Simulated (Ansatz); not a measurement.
An Ansatz (an electronic-structure program) input:

Ansatz 0.2 input:
```yaml
crystal:
  lattice:
    - [5.6603177241, 0.0, 0.0]
    - [0.0, 3.8544352063, 0.0]
    - [-1.3807560793, 0.0, 5.3006682243]
  atoms:
    - { symbol: Ag, position: [0.5, 0.5, 0.0] }
    - { symbol: Ag, position: [0.5, 0.0, 0.5] }
    - { symbol: Au, position: [0.0, 0.5, 0.5] }
    - { symbol: Au, position: [0.0, 0.0, 0.0] }
    - { symbol: O, position: [0.1979516641, 0.2061257593, 0.7797108751] }
    - { symbol: O, position: [0.8020483359, 0.7938742407, 0.2202891249] }
    - { symbol: O, position: [0.8020483359, 0.7061257593, 0.7202891249] }
    - { symbol: O, position: [0.1979516641, 0.2938742407, 0.2797108751] }
kpoints:
  mp_grid: { grid: [3, 4, 3] }
hamiltonian:
  xc: hse06
  pseudopotentials: { kind: paw }
scf:
  n_extra_bands: 8
  occupations: { method: fixed }
output:
  eigenvalues: true
  eigenstates:
    e_range: [-9.0, 9.2]
    kpoints:
      - [0.0, 0.0, 0.0]  # VBM
      - [0.322917, 0.0, -0.354167]  # CBM
      - [0.0, 0.0, 0.0]  # GAMMA
      - [0.0, 0.5, 0.0]  # Z
      - [0.0, 0.0, 0.5]  # B
      - [-0.5, 0.0, 0.0]  # Y_2
      - [-0.5, 0.5, 0.0]  # C_2
      - [0.0, 0.5, 0.5]  # D
      - [-0.5, 0.0, 0.5]  # A
      - [-0.5, 0.5, 0.5]  # E
```

Task: How many symmetry operations and irreducible k-points will the run report?

Result: 4 operations, 15 of 36 k-points.

Task: With a cutoff of 420 eV, how many plane waves at Γ?

Result: 2275.

It took about 7 core-minutes (a rough figure) on shared server cores.

The points marked VBM and CBM come from a semilocal run.

Space group P2_1/c. The workflow started from a Materials Project entry (that database holds measured and hypothetical structures alike); the Crystallography Open Database copy checked does not list it. Its standing as an ambient phase is unchecked. The cell was relaxed with r²SCAN under the symmetry of its start; its stability against distortions is not shown here. The run is not spin-polarised. Scalar-relativistic: spin–orbit coupling is off unless named, which matters more the heavier the elements.

Potentials: the later of the program's two PAW sets.

Ansatz is a plane-wave DFT program.
